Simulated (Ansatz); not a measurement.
A calculation with the code Ansatz. Plane-wave DFT: natural occupations of the f shells on orthogonalised atomic orbitals at the end of the run, rising, by spin; atoms or cell relaxed as the task says.

```
cell
1.0
    -1.8993    2.9237    5.7591
     1.8993   -2.9237    5.7591
     1.8993    2.9237   -5.7591
Ba Gd Ni O
1 2 1 5
Direct
  0.0000 0.0000 0.0000
  0.7027 0.2027 0.5000
  0.2973 0.7973 0.5000
  0.5000 0.5000 0.0000
  0.1060 0.3510 0.7550
  0.5960 0.3510 0.2450
  0.8940 0.6490 0.2450
  0.4040 0.6490 0.7550
  0.5000 0.0000 0.5000
```

Starting moments (μB): Gd number 1 7, Gd number 2 7, Ni 2; others 0.

- cell charge: 0 e
- spin: collinear
- scf start: atoms
- lower state search: off
- functional: PBEsol
- wave cutoff: 420 eV
- k mesh: 6, 6, 6
- k shift: 0, 0, 0 mesh steps
- gaussian smearing: 0.1 eV
- task: single point

**Question.** How are the f shells occupied at the end?

**Answer.** 

```json
{"shell atom": "2", "shell element": "Gd", "shell spin": "up", "shell occupation 1 (e)": "1", "shell occupation 2 (e)": "1", "shell occupation 3 (e)": "1", "shell occupation 4 (e)": "1", "shell occupation 5 (e)": "1", "shell occupation 6 (e)": "1", "shell occupation 7 (e)": "1"}
{"shell atom": "2", "shell element": "Gd", "shell spin": "down", "shell occupation 1 (e)": "0.01", "shell occupation 2 (e)": "0.02", "shell occupation 3 (e)": "0.02", "shell occupation 4 (e)": "0.02", "shell occupation 5 (e)": "0.02", "shell occupation 6 (e)": "0.03", "shell occupation 7 (e)": "0.03"}
{"shell atom": "3", "shell element": "Gd", "shell spin": "up", "shell occupation 1 (e)": "1", "shell occupation 2 (e)": "1", "shell occupation 3 (e)": "1", "shell occupation 4 (e)": "1", "shell occupation 5 (e)": "1", "shell occupation 6 (e)": "1", "shell occupation 7 (e)": "1"}
{"shell atom": "3", "shell element": "Gd", "shell spin": "down", "shell occupation 1 (e)": "0.01", "shell occupation 2 (e)": "0.02", "shell occupation 3 (e)": "0.02", "shell occupation 4 (e)": "0.02", "shell occupation 5 (e)": "0.02", "shell occupation 6 (e)": "0.03", "shell occupation 7 (e)": "0.03"}
```

Caveats: Gd without a U keeps its half-filled shell, but its 4f levels lie too near the Fermi level; coarse k mesh; occupations loosely converged; open f or d shells may hold a state above the lowest.
